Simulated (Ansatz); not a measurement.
An Ansatz input:

```yaml
crystal:
  lattice:
    - [0.0, 3.0840858748, 3.0840858748]
    - [3.0840858748, 0.0, 3.0840858748]
    - [3.0840858748, 3.0840858748, 0.0]
  atoms:
    - { symbol: Se, position: [0.125, 0.125, 0.125] }
    - { symbol: Se, position: [0.875, 0.875, 0.875] }
hamiltonian:
  xc: lda
  pseudopotentials:
    kind: paw
    azcp:
      Se: "pseudopotentials/Se.paw.azcp"
basis:
  ecutwfc: 420
  fft_grid_basis: typed
kpoints:
  mp_grid: { grid: [15, 15, 15], shift: [0, 0, 0] }
magnetization:
  spin_polarized: false
scf:
  occupations: { method: fermi_dirac, width: 0.1 }
```

and its output:

```
Warning: the record states the generating functional pbe (its physics header spells it `PBE`), which answers neither for hamiltonian.xc's functional nor for the lda family's — results may be inconsistent (PPs are generated against a specific XC)
Engine: ansatz 0.2.0, x86_64-unknown-linux-gnu
Pseudopotentials: kind: paw
Pseudopotential: Se, paw, valence charge 16, recommended cutoff 420 eV (normal) 
Functional definition: SPW92
  exchange = slater_x
  correlation = pw_c
Crystal: 2 atoms, lattice volume = 58.669 Å³
Basis set: ecut = 420 eV, 1139 PW (Γ)
Bands: 20, of which v1, the nominal top of the filled ones, is band 16 counted from 1 (15 counted from 0)
Symmetry: 48 space group operations
Space group: Fd-3m (ITA 227), of the structure as read, at distance tolerance 3.9e-5 Å
k-points: 120 of 3375
Non-local potential: Se, projectors of the file, l = 0: 2, l = 1: 2, l = 2: 3, l = 3: 1
PAW form: soft (Blöchl's): semilocal exchange-correlation on the pseudo side does not see the compensation charge
PAW frozen core: Se, regenerated for the run's functional, and the local potential with it (the file was generated under x = pbe(κ = 0.804, μ = 0.2195149727645171), c = pbe(β = 0.06672455060314922))
PAW one-centre angular grid: Se, 590 points (default); XC on 64 Gauss nodes
Initial density: superposition of atomic densities (neutral atoms: chi_scale 0, normalization atom), corrected by the library's trained network
Initial wavefunctions: pseudopotential atomic-orbital guess
Functional: x = slater, c = lda
SCF iter   1: F=—  HF=-10765.436057 eV  |F-HF|=—  |Δ(HF+E_count)|=         —  Δρ=3.85e-3  dr2=4.46e-3  ethr=1.77e-3  ⟨swp⟩=5.3  Hψ=10946  notcnv=0
SCF iter   2: F=—  HF=-10765.434087 eV  |F-HF|=—  |Δ(HF+E_count)|=   1.97e-3  Δρ=4.21e-4  dr2=6.42e-5  ethr=1.39e-5  ⟨swp⟩=2.4  Hψ=5230  notcnv=0
SCF iter   3: F=—  HF=-10765.434016 eV  |F-HF|=—  |Δ(HF+E_count)|=   7.08e-5  Δρ=1.62e-4  dr2=2.67e-5  ethr=2.01e-7  ⟨swp⟩=2.0  Hψ=4360  notcnv=0
SCF iter   4: F=—  HF=-10765.433976 eV  |F-HF|=—  |Δ(HF+E_count)|=   4.04e-5  Δρ=4.88e-5  dr2=2.60e-6  ethr=8.33e-8  ⟨swp⟩=2.0  Hψ=4357  notcnv=0
SCF iter   5: F=—  HF=-10765.433975 eV  |F-HF|=—  |Δ(HF+E_count)|=   9.93e-7  Δρ=9.84e-6  dr2=1.01e-7  ethr=8.11e-9  ⟨swp⟩=3.0  Hψ=4648  notcnv=0
SCF iter   6: F=-10765.433975 eV  HF=-10765.433975 eV  |F-HF|=7.88e-10  |Δ(HF+E_count)|=   5.14e-8  Δρ=9.07e-7  dr2=7.96e-10  ethr=3.13e-10  ⟨swp⟩=2.9  Hψ=5480  notcnv=0
SCF 1 converged in 6 iterations: F = -10765.433975 eV  dr2 = 7.96e-10
SCF converged after 6 iterations
Free energy (F): -10765.433975 eV
Harris-Foulkes:  -10765.433975 eV  (|F-HF|=7.88e-10)
Internal energy: -10765.378965 eV  (E = F + TS)
E sigma→0 (E₀):  -10765.406470 eV
Entropy (-TS):   -0.055010 eV (-27.505 meV/atom)
Fermi energy:    6.308562 eV
--- Per-component energies (eV) ---
  E_band       = -853.699724
  E_kinetic    = 234.327547
  E_local      = -5355.672387  (includes V_loc(G=0)·N_el)
  E_nonlocal   = -1175.371115
  E_hartree    = 2606.645174
  E_xc         = -205.308660
  E_vxc        = -194.384108  (∫ρ·V_xc dr)
  E_paw        = -3655.099263  (= ΣΔE_a)
  E_vpaw       = 424.109241  (= ΣTr[D̂ρ^β])
  E_aug_tail   = -0.001246  (compensation charges beyond the density's cutoff)
  E_ewald      = -3219.333738
  E_core_change = 4.434725  (= ΣΔE_core)
  E_smearing   = -0.055010  (= −TS)
  E_closure    = 0.000000  (closes the sum)
  Σ components = -10765.433975   (vs F -10765.433975, Δ=0.00e0)
```

Command:

```sh
ansatz run input.yaml --threads 2 --pin off --max-ram 5120MiB --backend cpu --events-out ev --progress --plain --runs-dir out
```

On 2 threads of Intel(R) Xeon(R) Platinum 8375C CPU @ 2.90GHz (Ice Lake) (shared host) this took about 2.3 s of wall time and 4.3 s of CPU time.
